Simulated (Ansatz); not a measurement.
# 4 guesses for TaZn2B3 and where they end

These are results of DFT PBE, scalar-relativistic, plane waves, PAW (Ansatz), not measurements. All cells share a 420 eV cutoff and Γ-centred k meshes spaced at most about 0.3 Å⁻¹ (about 0.25 or finer for metals, 2π included). No spin polarisation in the final relaxations.

Each guess was relaxed in cell and atoms at zero pressure, within the symmetry of its start. Temperature and zero-point effects are left out. Coordination counts B atoms around Ta and Zn (those within 1.25 times the shortest such distance or 1.15 times the sum of covalent radii; a plus sign parts nearer from farther groups; the shortest distance is added where it is long for a bond; a slash parts the counts of unlike sites).

```
guess      made from  start group  V start (Å³/atom)  end group  V end (Å³/atom)               coordination at the end  gap on mesh (eV)  E over the lowest end (meV/atom)
    1  Al3Ni2Pt type       P4/mmm               10.8     P4/mmm             11.0                            Ta 8, Zn 8                 0                                 0
    2  LaCo3Ni2 type       P6/mmm               12.1          ?                ?                                     ?                 ?                                 ?
    3    random cell         Pmmm               13.7       Pmmm             16.6                          Ta 4, Zn 2+2                 0                               191
    4    random cell       P4/mmm               12.3     P4/mmm             16.3  Ta 2, Zn 8 from 3.4 Å/4+8 from 2.5 Å                 0                               402
```

Guess 2 as it starts:

```
Ta Zn B
1.0
     4.67983    0.00000    0.00000
    -2.33991    4.05285    0.00000
     0.00000    0.00000    3.84353
Ta Zn B
1 2 3
Direct
  0.00000 0.00000 0.00000
  0.66667 0.33333 0.00000
  0.33333 0.66667 0.00000
  0.00000 0.50000 0.50000
  0.50000 0.50000 0.50000
  0.50000 0.00000 0.50000
```

Question: Fill in the missing row: what does this guess relax into, and where does it rank?

Answer: It ends in space group P6/mmm (No. 191), with a = 4.668 Å, c = 3.446 Å, 10.8 Å³/atom and no gap. It lies 0.32 eV/atom over the lowest end, above guess 3 and below guess 4. Counting B atoms around Ta and Zn, this end has Ta 12, Zn 6 and the lowest (guess 1) has Ta 8, Zn 8. The lowest (guess 1) holds B–B units of three or more atoms (shortest 1.90 Å); in this end the shortest B–B distance is 2.33 Å.

```xyz
6
Lattice="4.6683 0.0000 0.0000 -2.3342 4.0429 0.0000 0.0000 0.0000 3.4462" Properties=species:S:1:pos:R:3 pbc="T T T"
Ta    0.0000    0.0000    0.0000
Zn    2.3342    1.3476    0.0000
Zn    0.0000    2.6953    0.0000
B    -1.1671    2.0214    1.7231
B     1.1671    2.0214    1.7231
B     2.3342    0.0000    1.7231
```

Formation energies are uncorrected and refer to the elements' standard structures at the same level.

Question: Is the lowest end bound against the elements?

Answer: No: its formation energy is +0.74 eV/atom. The separate elements lie lower, so it is unstable against them.

Spin–orbit coupling, which can matter for Ta, is left out. Cells relaxed within their symmetry can be saddle points. A lower structure may well exist outside this small set. Some candidate types were left out of the draw beforehand, so a known form may be missing.
